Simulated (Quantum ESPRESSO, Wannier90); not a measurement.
# Wannierisation of TlCl (CsCl type)

Cell from Materials Project (mp-23167), symmetrised, no further relaxation. COD (Crystallography Open Database) has an entry of this formula and space group (matched by these alone). Method: LDA plane waves in Quantum ESPRESSO 7.5 (PseudoDojo norm-conserving files, 50 Ry, no spin polarisation, no spin-orbit coupling), Bloch states on a 8×8×8 mesh through Γ, Wannier90 4.0.1. Density: 8×8×8 mesh, cold smearing 0.01 Ry. Spin-orbit coupling is left out although heavy elements are present.

```
begin unit_cell_cart
ang
    3.8374700000    0.0000000000    0.0000000000
    0.0000000000    3.8374700000    0.0000000000
    0.0000000000    0.0000000000    3.8374700000
end unit_cell_cart
mp_grid = 8 8 8
```

Which shells of neighbouring k-points and which b-vectors and weights does Wannier90 pick for this cell and mesh?


```
 *---------------------------------- K-MESH ----------------------------------*
 +----------------------------------------------------------------------------+
 |                    Distance to Nearest-Neighbour Shells                    |
 |                    ------------------------------------                    |
 |          Shell             Distance (Ang^-1)          Multiplicity         |
 |          -----             -----------------          ------------         |
 |             1                   0.204666                      6            |
 |             2                   0.289441                     12            |
 |             3                   0.354491                      8            |
 |             4                   0.409331                      6            |
 |             5                   0.457646                     24            |
 |             6                   0.501326                     24            |
 |             7                   0.578882                     12            |
 |             8                   0.613997                     30            |
       ... (lines left out)
 +----------------------------------------------------------------------------+
 | The b-vectors are chosen automatically                                     |
 | The following shells are used:                       1                     |
 +----------------------------------------------------------------------------+
 |                        Shell   # Nearest-Neighbours                        |
 |                        -----   --------------------                        |
 |                          1               6                                 |
 +----------------------------------------------------------------------------+
 | Completeness relation is fully satisfied [Eq. (B1), PRB 56, 12847 (1997)]  |
 +----------------------------------------------------------------------------+
 |                  b_k Vectors (Ang^-1) and Weights (Ang^2)                  |
 |                  ----------------------------------------                  |
 |            No.         b_k(x)      b_k(y)      b_k(z)        w_b           |
 |            ---        --------------------------------     --------        |
 |             1         0.000000    0.000000    0.204666    11.936589        |
 |             2         0.000000    0.204666    0.000000    11.936589        |
 |             3         0.204666    0.000000    0.000000    11.936589        |
 |             4         0.000000    0.000000   -0.204666    11.936589        |
 |             5         0.000000   -0.204666    0.000000    11.936589        |
 |             6        -0.204666    0.000000    0.000000    11.936589        |
```
